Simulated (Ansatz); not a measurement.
ZrSiO:
```xyz
6
Lattice="3.2981 0.0000 0.0000 0.0000 3.2981 0.0000 0.0000 0.0000 7.2998" Properties=species:S:1:pos:R:3 pbc="T T T"
Zr     0.0000     1.6491     5.0418
Zr     1.6491     0.0000     2.2580
Si     1.6491     1.6491     0.0000
Si     0.0000     0.0000     0.0000
O      0.0000     1.6491     2.8481
O      1.6491     0.0000     4.4517
```

Relaxed with r²SCAN. Special points in fractions of this cell's reciprocal vectors: Γ (0.000, 0.000, 0.000); X (0.000, 0.500, 0.000); M (0.500, 0.500, 0.000); Z (0.000, 0.000, 0.500); R (0.000, 0.500, 0.500); A (0.500, 0.500, 0.500).

Problem. List the band energies nearest the Fermi level at these points for r²SCAN in the plane-wave PAW code Ansatz.

Solution. In eV from the Fermi level; about four levels below and three above (degenerate sets whole), none deeper than 8.9 eV; points with the same levels are listed once.

| k | below | above |
|---|---|---|
| Γ | -2.85 -2.85 -2.32 -0.01 | 1.13 1.24 1.24 |
| X | -2.54 -2.54 -0.36 -0.36 | 0.17 0.17 2.68 2.68 |
| M | -5.07 -5.07 -2.74 -2.74 | 1.94 1.94 2.00 2.00 |
| Z | -2.89 -2.85 -2.85 -2.79 | 0.80 1.00 1.19 1.19 |
| R | -3.43 -3.43 -0.14 -0.14 | 0.54 0.54 2.33 2.33 |
| A | -5.04 -5.04 -2.83 -2.83 | 0.75 0.75 2.40 2.40 |

Space group P4/nmm. The workflow started from a Materials Project entry (that database holds measured and hypothetical structures alike); the Crystallography Open Database copy checked does not list it. Whether it is the stable phase at ambient conditions was not checked. The cell was relaxed with r²SCAN under the symmetry of its start; its stability against distortions is not shown here. The run is not spin-polarised. Scalar-relativistic: spin–orbit coupling is off unless named, which matters more the heavier the elements.

Potentials: the later of the program's two PAW sets.
